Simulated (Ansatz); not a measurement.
HCl on a (100) slab of Si3N4 (P6_3/m (No. 176)), 10 planes, outer planes Si (top) and Si (bottom), its top face closed with OH (H on the anions), its bottom face closed with OH (H on the anions), 1 a cell of 44.4 Å², relaxed and still whole (its atoms last):

```xyz
42
Lattice="5.8226 0.0000 0.0000 0.0000 7.6192 0.0000 0.0000 0.0000 29.1594" Properties=species:S:1:pos:R:3 pbc="T T T"
Si    2.1835    4.0309   10.2577
Si    5.0948    4.0309   10.2577
N     0.7278    0.0000   10.7388
N     3.6391    0.0000   10.7388
N     0.7278    4.8389   10.7612
N     3.6391    4.8389   10.7612
N     2.1835    2.4388   10.9584
N     5.0948    2.4388   10.9584
Si    0.7278    1.5988   11.4064
Si    3.6391    1.5988   11.4064
Si    0.7278    6.2417   11.7896
Si    3.6391    6.2417   11.7896
N     2.1835    6.2097   12.7411
N     5.0948    6.2097   12.7411
N     0.7094    1.4410   13.1381
N     3.6243    1.4569   13.1372
Si    2.1685    1.3760   14.0890
Si    5.0804    1.3762   14.0950
Si    2.1770    6.0142   14.4768
Si    5.0912    6.0149   14.4757
N     0.7205    5.1644   14.9356
N     3.6337    5.1722   14.9590
N     2.1749    2.7675   15.1416
N     5.0882    2.7624   15.1695
N     2.1773   -0.0117   15.0913
N     5.0854   -0.0130   15.0906
Si    0.7265    3.5735   15.6158
Si    3.6311    3.5694   15.5931
O     2.1018    3.9393    8.6001
O     5.0125    3.9399    8.6001
H     2.9765    3.8535    8.1724
H     5.8870    3.8531    8.1721
H     1.3391    7.5038    9.9324
H     4.2541    7.5051    9.9349
H     2.2851    0.1361   16.0930
H     4.9643    0.1336   16.0925
O     0.8668    3.6867   17.2756
O     3.6719    3.6286   17.2873
H     0.0503    3.9004   17.7592
H     2.7854    3.8536   17.6523
Cl    3.8448    0.7740   18.2369
H     3.7993    2.0599   17.8402
```

Level of theory: DFT PBE+D3(BJ), scalar-relativistic, plane waves, PAW in Ansatz. Settings: cutoff 420 eV, Γ-centred mesh 3×2×1 on the computed 42-atom cell, Gaussian smearing of 0.05 eV; no spin polarisation. The cell repeats along c with a dipole correction in the vacuum.

It binds with 0.57 eV a molecule against the clean slab and the free molecule (no zero-point or thermal terms); its shortest contact is H–O 1.67 Å. Take first-order desorption with no barrier to adsorption, no reaction on the face and an assumed prefactor of 10^13 s⁻¹.

Task: How long does a molecule stay at 400 K?

Result: τ = ν⁻¹·exp(E/k_BT) with k_BT = 0.0345 eV: E/k_BT = 16.5, so τ ≈ 2×10^-6 s. At about one hit a site a second (10⁻⁶ mbar) the coverage is near τ × 1 s⁻¹, so a layer needs roughly 7×10^-1 mbar.

Task: Where does its peak lie in a desorption experiment heated at 2 K/s?

Result: The peak obeys E/(k_B·T_p²) = (ν/β)·exp(−E/k_BT_p). Solving gives T_p ≈ 212 K (E/k_BT_p = 31.2). An error of 0.1 eV in E moves it by about 37 K, and larger molecules have larger prefactors, which lowers it.

Task: Is this physisorption or chemisorption?

Result: The tightest contact, H–O 1.67 Å, is 1.72 times the sum of covalent radii, and deformation and lateral interaction add up to +0.06 eV; about 0.02 e cross the plane between them. This is physisorption.